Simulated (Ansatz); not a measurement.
SiC (wurtzite, P6_3mc), plane-wave PAW PBE (Ansatz code). The conduction-band minimum lies at K, with 2 equivalent valleys. Second derivatives d²E/dk² of the lowest band at one valley (eV·Å²), along Cartesian directions:

```json
[
 {"direction": "[100]", "d²E/dk²": "17.31"},
 {"direction": "[010]", "d²E/dk²": "17.31"},
 {"direction": "[001]", "d²E/dk²": "28.68"},
 {"direction": "[110]", "d²E/dk²": "17.31"},
 {"direction": "[101]", "d²E/dk²": "22.99"},
 {"direction": "[011]", "d²E/dk²": "22.99"}
]
```

### Question
Find the principal effective masses, the density-of-states mass and the conductivity mass.

### Answer
Off-diagonal terms follow from H_xy = H[110] − (H_xx + H_yy)/2, and m*/mₑ = 7.620 eV·Å² over each eigenvalue: 0.27, 0.44, 0.44. One valley's DOS mass (m₁m₂m₃)^(1/3) = 0.37, conductivity mass 3/(Σ 1/mᵢ) = 0.36 mₑ.

### Question
What effective density of states Nc follows at 300 K for parabolic valleys?

### Answer
Nc = 2.509e19 × 2 × (0.37)^(3/2) ≈ 1.1e19 cm⁻³.

### Question
With the computed static dielectric constant 10.6 (mean of the diagonal), estimate a hydrogenic donor's binding energy and radius.

### Answer
E = 13.606 eV × 0.36/10.6² ≈ 44 meV; a = 0.529 Å × ε/m* ≈ 16 Å. Semilocal masses tend to be too small where the gap is.

The PBE relaxation kept the symmetry of its start; phonons on a q-mesh show no instability.

Potentials: the later of the program's two PAW sets.
